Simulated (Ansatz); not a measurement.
Method: Ansatz, DFT PBE, scalar-relativistic, plane waves, PAW. Settings: cutoff 420 eV, Γ-centred meshes spaced at most about 0.3 Å⁻¹, and about 0.25 Å⁻¹ or finer for metals (2π included), Gaussian smearing. No spin polarisation in the final relaxations.

These are static total energies at zero pressure. All come from trial cells, and lower structures may exist.

Problem. Order these relaxed structures of CaAl4O by energy, lowest first, with the energy over the lowest of them.
A.

Space group P-6m2 (No. 187). a = 5.631 Å, b = 5.631 Å, c = 3.987 Å, α = 90.00°, β = 90.00°, γ = 120.00°
```csv
atom,site,symmetry,x,y,z
Ca,1a,-6m2,0.0000,0.0000,0.0000
Al,1e,-6m2,0.6667,0.3333,0.0000
Al,3k,mm2,0.0187,0.5094,0.5000
O,1c,-6m2,0.3333,0.6667,0.0000
```

B.

Space group Pm (No. 6). a = 5.932 Å, b = 3.977 Å, c = 10.006 Å, α = 90.00°, β = 92.60°, γ = 90.00°
```
atom  site  symmetry       x       y       z
  Ca    1b         m  0.5180  0.5000  0.4918
  Ca    1b         m  0.0507  0.5000  0.9843
  Al    1b         m  0.0133  0.5000  0.3303
  Al    1b         m  0.5306  0.5000  0.8195
  Al    1a         m  0.5347  0.0000  0.0032
  Al    1a         m  0.0054  0.0000  0.4987
  Al    1a         m  0.2787  0.0000  0.2546
  Al    1a         m  0.7719  0.0000  0.7261
  Al    1a         m  0.7461  0.0000  0.2521
  Al    1a         m  0.2677  0.0000  0.7312
   O    1a         m  0.2592  0.0000  0.0744
   O    1a         m  0.0236  0.0000  0.8338
```

C.

Space group Cmmm (No. 65). a = 5.558 Å, b = 8.266 Å, c = 4.664 Å, α = 90.00°, β = 90.00°, γ = 90.00°
```json
{"atom": "Ca", "site": "2a", "symmetry": "mmm", "x": "0.0000", "y": "0.0000", "z": "0.0000"}
{"atom": "Al", "site": "4i", "symmetry": "m2m", "x": "0.5000", "y": "0.8449", "z": "0.0000"}
{"atom": "Al", "site": "4f", "symmetry": "..2/m", "x": "0.2500", "y": "0.7500", "z": "0.5000"}
{"atom": "O", "site": "2c", "symmetry": "mmm", "x": "0.5000", "y": "0.0000", "z": "0.5000"}
```

D.

Space group P4/mmm (No. 123). a = 3.903 Å, b = 3.903 Å, c = 7.890 Å, α = 90.00°, β = 90.00°, γ = 90.00°
```json
{"atom": "Ca", "site": "1d", "symmetry": "4/mmm", "x": "0.5000", "y": "0.5000", "z": "0.5000"}
{"atom": "Al", "site": "4i", "symmetry": "2mm.", "x": "0.5000", "y": "0.0000", "z": "0.8174"}
{"atom": "O", "site": "1a", "symmetry": "4/mmm", "x": "0.0000", "y": "0.0000", "z": "0.0000"}
```

Solution. B (0 meV/atom), A (589 meV/atom), C (607 meV/atom), D (659 meV/atom). Forms: B Pm; A P-6m2; C Cmmm; D P4/mmm.

Cells relaxed within their symmetry can be saddle points. The Pm cell of CaAl4O came from shaking the P-6m2 one. Some candidate types were left out of the draw beforehand, so a known form may be missing.
